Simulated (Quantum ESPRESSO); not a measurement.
Parts of the isotropic shielding in CaO, by PBE GIPAW (a modified build of Quantum ESPRESSO, JTH PAW datasets), 22.5 Ha, k-mesh 6×6×6 shifted:

```
CELL_PARAMETERS angstrom
      0.00000     2.40355     2.40355
      2.40355     0.00000     2.40355
      2.40355     2.40355     0.00000
ATOMIC_POSITIONS crystal
  Ca 0.00000 0.00000 0.00000
  O  0.50000 0.50000 0.50000
```
Geometry: a computed entry of the Materials Project; it was not checked against measured cells. It is CaO in Fm-3m. Stability against distortions was not tested.

The core term is that of the free atom's frozen core; the paramagnetic column sums the reconstruction terms. These are absolute shieldings with no macroscopic susceptibility term; δ = σ_ref − σ needs a reference computed alike. By our sweeps, such settings leave a few ppm in absolute σ. PBE places the empty d or f states of Ca too low, which is known to distort σ on and beside such ions. Static lattice: thermal averaging is not included.

| site | core | bare (smooth current) | diamagnetic correction | paramagnetic corrections | σ_iso (ppm) |
|---|---|---|---|---|---|
| Ca (atom 1) | 1265.0 | 69.3 | 29.8 | ? | ? |
| O (atom 2) | 271.1 | -32.5 | 25.8 | ? | ? |

Q: What belongs in the gaps?

A: 
- Ca (atom 1), paramagnetic corrections: -406.3
- Ca (atom 1), σ_iso (ppm): 957.8
- O (atom 2), paramagnetic corrections: -417.9
- O (atom 2), σ_iso (ppm): -153.4
